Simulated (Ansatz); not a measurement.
Mg2CdTe3 (P3m1) at 3 levels of theory

One geometry, relaxed with PBE; plane waves with PAW potentials in Ansatz, scalar-relativistic. No spin polarisation. Gaps are the least over mesh and band path; pressure is positive in compression, and isn't given for hybrids.

```xyz
6
Lattice="4.6332 0.0000 0.0000 -2.3166 4.0125 0.0000 0.0000 0.0000 11.3163" Properties=species:S:1:pos:R:3 pbc="T T T"
Mg    0.0000    2.6750   11.3095
Mg    2.3166    1.3375    7.5734
Cd    0.0000    0.0000    3.7580
Te    0.0000    0.0000    0.8959
Te    2.3166    1.3375    4.7551
Te    0.0000    2.6750    8.4860
```

| level | cutoff (eV) | k mesh | gap (eV) | pressure (GPa) |
| --- | --- | --- | --- | --- |
| PBE | 420 | 6×6×4 | 1.46 | 0.0 |
| r2SCAN | 500 | 6×6×4 | 2.00 | -0.8 |
| HSE06 | 420 | 6×6×2 | 2.30 | - |

Spin-orbit coupling matters for the bands of heavy elements and is left out.

The cell was found from a structure generator's guess, not taken from experiment.
